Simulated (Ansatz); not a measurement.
IrO2:
```yaml
crystal:
  lattice:
    - [4.52818, 0.00000, 0.00000]
    - [0.00000, 4.52818, 0.00000]
    - [0.00000, 0.00000, 3.18079]
  atoms:
    - { symbol: Ir, position: [0.50000, 0.50000, 0.50000] }
    - { symbol: Ir, position: [0.00000, 0.00000, 0.00000] }
    - { symbol: O, position: [0.69144, 0.69144, 0.00000] }
    - { symbol: O, position: [0.30856, 0.30856, 0.00000] }
    - { symbol: O, position: [0.80856, 0.19144, 0.50000] }
    - { symbol: O, position: [0.19144, 0.80856, 0.50000] }
```

Relaxed with PBE. Special points in fractions of this cell's reciprocal vectors: Γ (0.000, 0.000, 0.000); X (0.000, 0.500, 0.000); M (0.500, 0.500, 0.000); Z (0.000, 0.000, 0.500); R (0.000, 0.500, 0.500); A (0.500, 0.500, 0.500).

**Question.** List the band energies nearest the Fermi level at these points for plane-wave PAW PBE (Ansatz code).

**Answer.** In eV from the Fermi level; about four levels below and three above (degenerate sets whole), none deeper than 8.9 eV; points with the same levels are listed once.

```csv
k,below,above
Γ,-2.36 -2.36 -2.30 -2.24 -2.14,0.73 1.21 4.10 4.10 4.10
X,-1.28 -1.28 -0.28 -0.28,3.53 3.53 3.54 3.54
M,-2.43 -2.43 -2.32 -2.32,0.20 0.20 2.43 2.43
Z,-1.85 -1.85 -0.68 -0.68,0.25 0.25 2.24 2.24
R,-2.68 -2.68 -1.74 -1.74,0.52 0.52 1.09 1.09
A,-1.19 -1.19 -0.46 -0.46,2.19 2.19 3.17 3.17
```

Space group P4_2/mnm (rutile). The PBE relaxation kept the symmetry of its start. No spin polarisation was allowed. Spin–orbit coupling is left out wherever it is not named.

Potentials: the later of the program's two PAW sets.
